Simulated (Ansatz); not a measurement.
**GdN: all-electron results**

```
Gd N
1.0
     0.00000    2.49179    2.49179
     2.49179    0.00000    2.49179
     2.49179    2.49179    0.00000
Gd N
1 1
Direct
  0.00000 0.00000 0.00000
  0.50000 0.50000 0.50000
```

Atoms are numbered in the order listed.

The structure comes from a relaxation in the same program, started in the rocksalt type, and has space group Fm-3m. Whether it is a known phase or the ground state wasn't checked.

Semilocal functionals without a Hubbard term describe localised f shells poorly; where the shell is localised, the real material differs.

The magnetic state is the one reached from the start moments; no search over orders was made, so it needn't be the ground state.

Spin–orbit coupling is left out, though it moves levels of the heavy atoms by tenths of an eV or more.

Methods: DFT, PBE, all-electron LAPW, scalar-relativistic (Ansatz 0.2.0); DFT, PBE, PAW with Ansatz's default frozen-core files, scalar-relativistic (Ansatz 0.2.0).

For LAPW: a Γ-centred 15×15×15 k mesh, Fermi–Dirac smearing of 0.05 eV, basis error target 0.25 meV/atom, spin-polarised from start moments Gd1 7 μB. PAW takes a cutoff of 420 eV at this cell. The Ansatz runs share mesh, smearing and spin set-up. Values come from LAPW unless marked.

```yaml
Band_gap: "none: bands cross the Fermi level, a metal"
Bader_charges_from_the_PAW_run: Gd1 +1.75, N2 -1.75 e
Moments_in_the_spheres: Gd1 6.98, N2 -0.10 μB
Löwdin_charges_with_0.04_e_of_the_cell_spilling_out_of_the_atomic_basis_so_their_sizes_and_signs_hang_on_that_basis: Gd1 0.72, N2 -0.69 e
Volume_per_atom: 15.47 Å³
Pressure_at_this_cell: 0.05 GPa
```

(1) Give the computed value. Moment of the cell.

(2) Predict this quantity. Density of states at the Fermi level (0.2 eV bin).

## Answers

(1) 7.00 μB.

(2) 0.06 states/eV per cell.
